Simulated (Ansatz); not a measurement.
Given:

Ta$_{2}$SnN:
```yaml
crystal:
  lattice:
    - [3.26431, 0.00000, 0.00000]
    - [-1.63215, 2.82697, 0.00000]
    - [0.00000, 0.00000, 13.61395]
  atoms:
    - { symbol: Sn, position: [0.33333, 0.66667, 0.75000] }
    - { symbol: Sn, position: [0.66667, 0.33333, 0.25000] }
    - { symbol: Ta, position: [0.33333, 0.66667, 0.08075] }
    - { symbol: Ta, position: [0.66667, 0.33333, 0.58075] }
    - { symbol: Ta, position: [0.66667, 0.33333, 0.91925] }
    - { symbol: Ta, position: [0.33333, 0.66667, 0.41925] }
    - { symbol: N, position: [0.00000, 0.00000, 0.00000] }
    - { symbol: N, position: [0.00000, 0.00000, 0.50000] }
```

This is the PBE-relaxed structure.

Task: All from PBE (plane waves, PAW; program Ansatz), unless another level is named. Estimate the electronic character.

Result: metallic (no gap).

Task: And the density of states at the Fermi level?

Result: 0.65 states/eV per atom (mean over ±0.08 eV).

Task: What about the formation energy from the elements (no fitted shifts)?

Result: -364 meV/atom.

Task: Next, the gap with spin–orbit coupling?

Result: none (metallic).

Space group P6_3/mmc. The start of the workflow was typed in or built on a structure type; neither database checked (COD, Materials Project) lists it. Its standing as an ambient phase is unchecked. The PBE relaxation kept the symmetry of its start; whether a distortion lowers the energy is not shown. No spin polarisation was allowed. The references are the lowest solids computed at this level, not always the standard phases (solids in place of the gases). Spin–orbit coupling is left out wherever it is not named.

Potentials: the earlier of the program's two PAW sets.
